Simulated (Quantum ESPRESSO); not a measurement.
Simulation results for Ca2MgZnO4 (made-up cell)

Computed with Quantum ESPRESSO 7.5. Calculation on a made-up crystal cell, not a measurement: periodic Kohn-Sham density functional theory in plane waves with PseudoDojo standard norm-conserving scalar-relativistic pseudopotentials, each functional with its own files (v0.5 for PBE, v0.4.1 for LDA and PBEsol), no spin polarisation, no spin-orbit coupling, atoms not relaxed, stress positive in tension, energies less a fixed whole-eV offset for each atom's element; levels are Kohn-Sham levels at fractions of this cell's reciprocal vectors, counted from the reference band (half the neutral cell's valence electrons, rounded up) at Gamma; error bars cover cutoff and k-mesh only, not smearing or the files; added strain carries the atoms with the cell, and shear is the tensor component; each bar is the largest change over components, and at least 0.002 eV, 0.002 eV per angstrom or 0.02 GPa; energies are for the whole cell, and the offsets were chosen from early runs and are not element reference energies.

Ca2MgZnO4 (made-up cell)

```cif
# cell vector a (Å): 4.6463 0.0000 0.0000
# cell vector b (Å): 0.0000 4.6463 0.0000
# cell vector c (Å): 0.0000 0.0000 4.6463
data_Ca2MgZnO4
_symmetry_space_group_name_H-M 'P 1'
_symmetry_Int_Tables_number 1
_cell_length_a 4.6463
_cell_length_b 4.6463
_cell_length_c 4.6463
_cell_angle_alpha 90.000
_cell_angle_beta 90.000
_cell_angle_gamma 90.000
_cell_volume 100.30
loop_
_atom_site_label
_atom_site_type_symbol
_atom_site_fract_x
_atom_site_fract_y
_atom_site_fract_z
_atom_site_occupancy
Ca1 Ca 0.98991 0.00398 0.00480 1
Zn1 Zn 0.00469 0.49663 0.49489 1
Mg1 Mg 0.50178 0.99841 0.49794 1
Ca2 Ca 0.49771 0.51234 0.00904 1
O1 O 0.50632 0.99047 0.97953 1
O2 O 0.50509 0.49478 0.49672 1
O3 O 0.00121 0.99748 0.49086 1
O4 O 0.99163 0.50642 0.00562 1
```

It was run with lattice type rocksalt, functional pbe, cutoff 1143 eV, fermi dirac smearing 0.025 eV, scf tolerance 1e-07 eV, electrons removed 0 and k mesh 4 x 4 x 4, shifted by half a step.

It finds free energy less offsets 0.5566 eV; smearing term minus ts 0 eV; scf iterations 12; pressure -3.203 GPa; stress xx 3.248 GPa; stress yy 2.988 GPa; stress zz 3.374 GPa; stress yz 0.06378 GPa; stress xz -0.02079 GPa; stress xy -0.1048 GPa; error bar energy 0.002 eV; error bar stress 0.03143 GPa; error bar force 0.002 eV/Å; error bars from tighter rerun of a related cell.

Atoms:
```
atoms element  atom site  atom energy offset (eV)
           Ca          1                    -1055
           Zn          2                    -5687
           Mg          3                    -1617
           Ca          4                    -1055
            O          5                     -452
            O          6                     -452
            O          7                     -452
            O          8                     -452
```

Forces:
```
site  x (eV/Å)  y (eV/Å)  z (eV/Å)
   1     0.522   0.07568   -0.5793
   2   -0.1027   0.05266   0.01128
   3  -0.03281   0.08916    0.3745
   4   -0.1488   -0.6947   -0.5964
   5   -0.4663    0.6022    0.1911
   6   -0.1477  -0.00215    0.2025
   7   0.05638    0.0699    0.3571
   8    0.3199   -0.1927   0.03916
```
